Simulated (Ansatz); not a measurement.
**Cs₂LiScCl₆: the gap from level to level**

A database entry relaxed whole under r2SCAN at zero pressure (R-3m, No. 166):

```
CELL_PARAMETERS angstrom
3.65749 2.11165 12.00672
-3.65749 2.11165 12.00672
0.00000 -4.22331 12.00672
ATOMIC_POSITIONS crystal
Cs 0.12620 0.12620 0.12620
Cs 0.87380 0.87380 0.87380
Cs 0.28907 0.28907 0.28907
Cs 0.71093 0.71093 0.71093
Li 0.41075 0.41075 0.41075
Li 0.58925 0.58925 0.58925
Sc 0.50000 0.50000 0.50000
Sc 0.00000 0.00000 0.00000
Cl 0.61538 0.14468 0.61538
Cl 0.61538 0.61538 0.14468
Cl 0.14468 0.61538 0.61538
Cl 0.38462 0.85532 0.38462
Cl 0.85532 0.38462 0.38462
Cl 0.38462 0.38462 0.85532
Cl 0.79867 0.28329 0.79867
Cl 0.79867 0.79867 0.28329
Cl 0.28329 0.79867 0.79867
Cl 0.20133 0.71671 0.20133
Cl 0.71671 0.20133 0.20133
Cl 0.20133 0.20133 0.71671
```

Its volume is 27.82 Å³ an atom, +0.6 % against the entry's 27.66, a cell as deposited in COD (1989).

Single points on this cell with plane-wave PAW DFT (Ansatz 0.2.0; r2SCAN 500 eV, hybrids 420 eV; fermi-dirac occupations of width 0.020 eV; no moments): r2SCAN on a 6×6×6 Γ-centred mesh; r2SCAN with spin-orbit coupling on a 2×2×2 Γ-centred mesh; HSE06 on a 2×2×2 Γ-centred mesh; PBE0 on a 2×2×2 Γ-centred mesh.

Question: What does each level give for gap and charges?

Answer: The runs give:

| level | gap (eV), or kind | pressure (GPa) | Bader charge of Cs (e) | Bader charge of Li (e) | Bader charge of Sc (e) | Bader charge of Cl (e) |
| --- | --- | --- | --- | --- | --- | --- |
| r2SCAN | 4.27 | 0.0 | +0.88 | +0.92 | +2.02 | -0.78 |
| r2SCAN with spin-orbit coupling | 4.26 | 0.0 | +0.89 | +0.92 | +2.02 | -0.78 |
| HSE06 | 5.42 | 0.3 | +0.89 | +0.91 | +2.06 | -0.79 |
| PBE0 | 6.18 | 0.3 | +0.89 | +0.91 | +2.07 | -0.79 |

Under r2SCAN the gap is 4.27 eV, over mesh and band path. HSE06 moves it by +1.14 eV and PBE0 by +1.91 eV; PBE0 keeps its exact exchange at long range, which widens the gap over HSE06's by 0.76 eV on their common mesh. Spin-orbit coupling moves the r2SCAN gap by -0.01 eV. The charge on Sc goes from +2.02 to +2.06 e under HSE06.

Caveats: the relaxation kept the start's symmetry; HSE06 is read on its mesh and at the zone's corners, PBE0 on its mesh alone; hybrid pressures are good to a few tenths of a GPa; pressure is positive in compression.
